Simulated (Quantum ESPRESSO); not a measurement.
# Planted mistakes on one cell of AlZn2S3Cl

Calculated results; nothing here was measured. They come from pw.x of Quantum ESPRESSO 7.5, a plane-wave density functional program, with PseudoDojo standard norm-conserving files (v0.5 for PBE, v0.4.1 for LDA and PBEsol). The cells are made up: elements, strain and atom displacements were drawn at random, and nothing was relaxed. There is no spin polarisation, spin-orbit coupling or dispersion term.

The cell has 8 sites of a zincblende or diamond lattice. Sites 1 to 4 hold Al Zn Zn empty; sites 5 to 8 hold S S S Cl. Cell vectors in Å: (5.462, 0.000, 0.000); (0.000, 5.462, 0.000); (0.000, 0.000, 5.462). Settings: PBE, cutoff 1143 eV, 4 x 4 x 4 k mesh shifted by half a step, Fermi-Dirac smearing of 0.025 eV.

The intended run has a self-consistency threshold of 1e-07 eV, a smearing term of 0.000 eV, a pressure of -2.21 GPa and 10 iterations. Each further run changes one thing: all lengths scaled by 0.9940; atoms of sites 3 and 8 exchanged; cutoff 636 eV; files of PBEsol; k mesh 2 x 2 x 2; one electron removed; smearing 0.82 eV; threshold 0.07 eV. A coarse mesh keeps the shift, and a charged cell sits in a uniform background.

```
run,change of free energy (eV),smearing term -TS (eV),change of P (GPa),largest change of a force component (eV/Å),iterations
A,-0.032,0.000,0.93,0.156,10
B,0.098,0.000,0.21,0.032,10
C,0.012,0.000,-1.66,0.054,4
D,6.990,0.000,-2.39,0.177,10
E,-4.267,-0.009,-10.44,0.501,11
F,-1.005,-3.495,2.23,0.375,11
G,29.579,0.000,-157.89,0.275,10
H,6.343,-0.009,6.37,1.934,12
```

A rerun of the intended cell at 1437 eV and k mesh 6 x 6 x 6 moved values by no more than 0.002 eV in the cell's energy, 0.02 GPa in stress and 0.002 eV/Å in force.

Question: which change belongs to which run?

## Worked reading

Run C has the fewest iterations, as a run stopped early does. Run F has the largest smearing term, as wide smearing gives. Run G has a higher energy and the largest fall in pressure, as too small a basis gives. Run A changes the volume by a factor of 0.9821; minus its pressure change over the logarithm of that factor, 51 GPa, is a rough bulk modulus with clamped atoms. Energies from files of another functional, or of a charged cell, have another zero and say nothing on stability; the pressure of a charged cell rests on the program's zero of potential too.

## Key

| run | change |
| --- | --- |
| A | all lengths scaled by 0.9940 |
| B | k mesh 2 x 2 x 2 |
| C | threshold 0.07 eV |
| D | files of PBEsol |
| E | one electron removed |
| F | smearing 0.82 eV |
| G | cutoff 636 eV |
| H | atoms of sites 3 and 8 exchanged |